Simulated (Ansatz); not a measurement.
# SiO2: do energies and stresses tell the same story?

Theory: DFT LDA, scalar-relativistic, plane waves, PAW (Ansatz 0.2.0).

Settings: cutoff 420 eV, Γ-centred mesh 4×4×4 on the computed 24-atom cell, Gaussian smearing of 0.02 eV; no spin polarisation.

Relaxed cell: Im-3m, a = 9.853 Å, b = 9.853 Å, c = 9.853 Å, α = 90.00°, β = 90.00°, γ = 90.00°, 24 atoms in the primitive cell. This form isn't the usual stable structure of the compound.

Energies at zero smearing and pressures from the stress tensor, at volumes with shape and atoms relaxed:
```json
{"V (Å³/atom)": "17.538", "E − E(first) (meV/atom)": "0.00", "P (GPa)": "15.48"}
{"V (Å³/atom)": "18.136", "E − E(first) (meV/atom)": "-49.10", "P (GPa)": "10.90"}
{"V (Å³/atom)": "18.734", "E − E(first) (meV/atom)": "-82.01", "P (GPa)": "6.81"}
{"V (Å³/atom)": "19.332", "E − E(first) (meV/atom)": "-100.57", "P (GPa)": "3.17"}
{"V (Å³/atom)": "19.930", "E − E(first) (meV/atom)": "-106.19", "P (GPa)": "-0.05"}
{"V (Å³/atom)": "20.528", "E − E(first) (meV/atom)": "-100.58", "P (GPa)": "-2.90"}
{"V (Å³/atom)": "21.126", "E − E(first) (meV/atom)": "-85.01", "P (GPa)": "-5.41"}
{"V (Å³/atom)": "21.923", "E − E(first) (meV/atom)": "-50.81", "P (GPa)": "-8.26"}
```

Q: Check P = −dE/dV between neighbouring volumes, and get the bulk modulus from the pressures alone.

A: With 1 eV/Å³ = 160.2 GPa:
| middle V (Å³/atom) | −ΔE/ΔV (GPa) | mean P (GPa) |
| --- | --- | --- |
| 17.837 | 13.158 | 13.191 |
| 18.435 | 8.817 | 8.856 |
| 19.033 | 4.975 | 4.991 |
| 19.631 | 1.505 | 1.562 |
| 20.229 | -1.502 | -1.474 |
| 20.827 | -4.174 | -4.154 |
| 21.524 | -6.873 | -6.834 |

The two differ by 0.06 GPa at most. The mean of two end pressures misses the average over a step by about ΔV² P″/12, up to 0.04 GPa here; with that taken off 0.02 GPa remains. Around V = 19.930 Å³/atom, the two neighbours give B = −V ΔP/ΔV = 19.930 × 6.07 / 1.196 = 101.2 GPa, against B0 = 100.7 GPa from the Birch–Murnaghan fit of the energies.

Cost: 9 runs of about 16 core-minutes in all, on Oxide Virtual Turin-like Processor (Zen 5) (shared hosts).